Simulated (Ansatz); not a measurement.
CrO₂: how the free axis answers a strain

CrO₂, P4_2/mnm, a = 4.392 Å, c = 2.888 Å. Ansatz: PBEsol, PAW, 420 eV, Γ-centred 8×8×12 mesh on 6 atoms, Gaussian smearing 0.10 eV; collinear spin, largest moment 1.7 μB. Series: biaxial strain in the a-b plane, c and atoms relaxed; x is the strain in per cent. y is the change of c in per cent of 2.888 Å.

| x (%) | y (%) |
| --- | --- |
| -4.5 | ? |
| -3.0 | 2.39 |
| -1.5 | 1.15 |
| 0.0 | 0.00 |
| 1.5 | -1.05 |
| 3.0 | -1.99 |
| 4.5 | -2.83 |

Fit y = c1 x + c2 x² to the other rows, say what c1 measures, and predict the missing y.

Least squares on the rows shown. y = −0.7303 x + 0.02244 x². With no stress along c, c1 = −2C13/C33 = -0.730. At x = -4.5 the fit asked for gives 3.74 %. The run gave 3.73 %, so the fit is 0.01 % too high, a small miss on the scale of the series.

Moments started parallel, and an antiferromagnetic order may lie lower.